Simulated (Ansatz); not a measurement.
Relaxed WS2 (2H-MoS2 type, space group P6_3/mmc):

```
WS2
1.0
    3.15408     0.00000     0.00000
   -1.57704     2.73152     0.00000
    0.00000     0.00000    12.13731
W S
2 4
Direct
  0.33333   0.66667   0.25000
  0.66667   0.33333   0.75000
  0.33333   0.66667   0.62026
  0.66667   0.33333   0.12026
  0.66667   0.33333   0.37974
  0.33333   0.66667   0.87974
```

In this cell atom 6 (S, nearest neighbour W at 2.407 Å; its periodic images, 3.2 Å or more away, move with it) is moved by s along Cartesian z, unit vector (0.000, 0.000, 1.000); all other atoms and the cell stay fixed.

Computed with PBE-D3(BJ) (plane waves to 420 eV, PAW, scalar-relativistic; Ansatz, a quantum-chemistry and plane-wave program). k mesh 10×10×3 (Γ-centred), Fermi-Dirac smearing 0.05 eV. Energies are smeared free energies. As the smearing reaches across the gap at some points, energies and forces of such displacements shift with the k mesh and the smearing. Spin-orbit coupling is left out, though W is heavy. WS2 is run without spin polarisation. WS2 was relaxed with its symmetry unable to fall. ΔE is measured from the undisplaced structure. The last digit holds for this mesh only.

```tsv
s (Å)	ΔE (meV/cell)
-0.480	2673.8
-0.384	1701.7
-0.288	924.2
-0.192	388.7
-0.096	91.3
0.000	0.0
0.096	79.9
0.192	296.6
0.288	618.6
0.384	1017.3
0.480	1467.7
```

**Question.** What force constant k = d²E/ds² at s = 0 does the table give?

**Answer.** 19 eV/Å². It is the second difference of the nearest points, corrected with the next pair.

**Question.** With k = 18.57 eV/Å² from the forces, is the well harmonic out to s = 0.480 Å?

**Answer.** ½ks² = 2139 meV/cell against the computed 1468 meV/cell, so the well is softer than harmonic there.

(A displaced cell: forces are minus the slopes of the energy, force constants its curvatures, and phonons follow from these.)
